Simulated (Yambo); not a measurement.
Yambo run on K₂NiF₆ (space group Fm-3m, No. 225). The wavefunctions come from this Quantum ESPRESSO step (PBEsol, PseudoDojo standard norm-conserving files, scalar-relativistic):

```
&CONTROL
  calculation = 'nscf'
  pseudo_dir = './pseudo'
  outdir = './out'
/
&SYSTEM
  ibrav = 0
  nat = 9
  ntyp = 3
  ecutwfc = 98.0
  ecutrho = 392.0
  occupations = 'fixed'
  force_symmorphic = .true.
  nbnd = 202
/
&ELECTRONS
  conv_thr = 9.000000000000001e-09
  diago_full_acc = .true.
  diago_thr_init = 1e-08
/
ATOMIC_SPECIES
F 18.9984 F.upf
K 39.0983 K.upf
Ni 58.6934 Ni.upf
CELL_PARAMETERS angstrom
  0.000000000000   4.001295000000   4.001295000000
  4.001295000000   0.000000000000   4.001295000000
  4.001295000000   4.001295000000   0.000000000000
ATOMIC_POSITIONS crystal
F   0.777180000000   0.222820000000   0.777180000000
F   0.222820000000   0.777180000000   0.222820000000
F   0.777180000000   0.222820000000   0.222820000000
F   0.222820000000   0.777180000000   0.777180000000
F   0.777180000000   0.777180000000   0.222820000000
F   0.222820000000   0.222820000000   0.777180000000
K   0.250000000000   0.250000000000   0.250000000000
K   0.750000000000   0.750000000000   0.750000000000
Ni   0.000000000000   0.000000000000   0.000000000000
K_POINTS automatic
2 2 2 0 0 0
```

Yambo input:

```
rim_cut
gw0
dyson
el_el_corr
HF_and_locXC
ppa
em1d
RandQpts= 1000000
RandGvec= 1 Ry
EXXRLvcs= 98 Ry
VXCRLvcs= 392 Ry
Chimod= "HARTREE"
% BndsRnXp
 5 | 200 |
%
NGsBlkXp= 7 Ry
% LongDrXp
 1.0 | 1.0 | 1.0 |
%
PPAPntXp= 27.2114 eV
% GbndRnge
 1 | 200 |
%
GTermKind= "BG"
DysSolver= "n"
ExtendOut
% QPkrange
 1 | 1 | 39 | 40 |
 2 | 2 | 39 | 40 |
 3 | 3 | 39 | 40 |
%
```

k points by index: 1 = Γ, 2 = L, 3 = X.

Resulting energies as the program prints them:

```
#    K-point    Band    Eo [eV]    E [eV]    E-Eo [eV]    Vxc [eV]    Vnlxc [eV]    Sc|Eo [eV]    Sc|E [eV]    dSc/dw|Eo [eV]    Re(Z)    Im(Z)
#
    1    39    -0.165715    -1.704378    -1.538663    -28.64545    -37.57309    6.888254    7.388977    -8.853516    0.754505    -0.002160
    1    40    1.959289    4.137118    2.177829    -29.14096    -24.06821    -2.217855    -2.894922    -8.459086    0.762848    -0.002189
    2    39    -0.090565    -1.620737    -1.530171    -28.71343    -37.62103    6.881221    7.377424    -8.822316    0.755159    -0.002111
    2    40    1.841651    3.990790    2.149139    -28.94269    -23.89380    -2.235742    -2.899752    -8.406625    0.763971    -0.002350
    3    39    0.000000    -1.533427    -1.533427    -28.80560    -37.71564    6.882288    7.376619    -8.770482    0.756247    -0.002018
    3    40    1.559141    3.659535    2.100395    -28.30151    -23.21500    -2.357709    -2.986111    -8.140628    0.769722    -0.001882
```
(The two width columns are left out.) Convergence of these settings isn't established.

Geometry of the Materials Project entry, not relaxed at this level.

The structure is a Materials Project entry; no match was found in the copy of COD used, and its stability was not checked.

The runs are not spin-polarised; magnetic order was not tried.
